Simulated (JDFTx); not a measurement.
Reference run:

```yaml
surface: Co(0001)
bulk: Co, P6_3/mmc, lattice of mp-54 (not re-optimised)
slab: 4 atoms in 4 planes, 1x1, 6.0 Å between the outermost planes
in-plane cell: 2.472 × 2.472 Å, 5.29 Å²
cell_height: 22.0 Å
sampling: 12×12×1 k mesh, Fermi smearing 0.004 Ha, spin-polarised from a ferromagnetic start
```

The reference is PBE, GBRV ultrasoft potentials, plane waves to 20/100 Ha; code: a modified build of JDFTx. Unrelaxed; liquid: linear PCM (GLSSA13), water, 1 M NaF. Potentials refer to SHE, placed 4.44 V below the bulk liquid's zero by convention.

```tsv
density cutoff alone	work function (eV)	U_pzc (V)	mean C below U_pzc (μF/cm²)	k states × plane waves	cycles, vacuum run	rough core time, vacuum run
80 Ha	5.02	0.30	15 over 0.5 V	38 × 3355	31	10 min
100 Ha	5.02	0.30	15 over 0.5 V	38 × 3355	32	10 min
200 Ha	5.02	0.30	15 over 0.5 V	38 × 3355	32	10 min
```

The work function stays within 0.01 eV over all these settings; capacitances repeat to about ±0.2 μF/cm². The times are rough (shared hosts); only ratios past two mean anything.
